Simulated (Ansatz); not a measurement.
Ga$_{2}$AsP in space group R3m (No. 160; Ga on 3a, Ga on 3a, P on 3a, As on 3a), DFT-PBEsol in the program Ansatz with PAW potentials. The conduction-band minimum lies at Γ, with 1 equivalent valley. Second derivatives d²E/dk² of the lowest band at one valley (eV·Å²), along Cartesian directions:

```json
[
 {"direction": "[100]", "d²E/dk²": "100.0"},
 {"direction": "[010]", "d²E/dk²": "100.0"},
 {"direction": "[001]", "d²E/dk²": "85.16"},
 {"direction": "[110]", "d²E/dk²": "100.0"},
 {"direction": "[101]", "d²E/dk²": "92.75"},
 {"direction": "[011]", "d²E/dk²": "92.65"}
]
```

Problem. Find the principal effective masses, the density-of-states mass and the conductivity mass.

Solution. Off-diagonal terms follow from H_xy = H[110] − (H_xx + H_yy)/2, and m*/mₑ = 7.620 eV·Å² over each eigenvalue: 0.076, 0.076, 0.089. One valley's DOS mass (m₁m₂m₃)^(1/3) = 0.080, conductivity mass 3/(Σ 1/mᵢ) = 0.080 mₑ.

Problem. What effective density of states Nc follows at 300 K for parabolic valleys?

Solution. Nc = 2.509e19 × 1 × (0.080)^(3/2) ≈ 5.7e17 cm⁻³.

The workflow started from a Materials Project entry (that database holds measured and hypothetical structures alike); the Crystallography Open Database copy checked does not list it. With P and As taken as one species the cell has the higher symmetry F-43m, so it may be an ordered model of a mixed-site phase. Its standing as an ambient phase is unchecked. Symmetry was held in the PBEsol relaxation; whether a distortion lowers the energy is not shown. Spin–orbit coupling is left out wherever it is not named.

Potentials: the later of the program's two PAW sets.

Edges and masses are those of Kohn–Sham bands, whose gap is no quasiparticle gap.
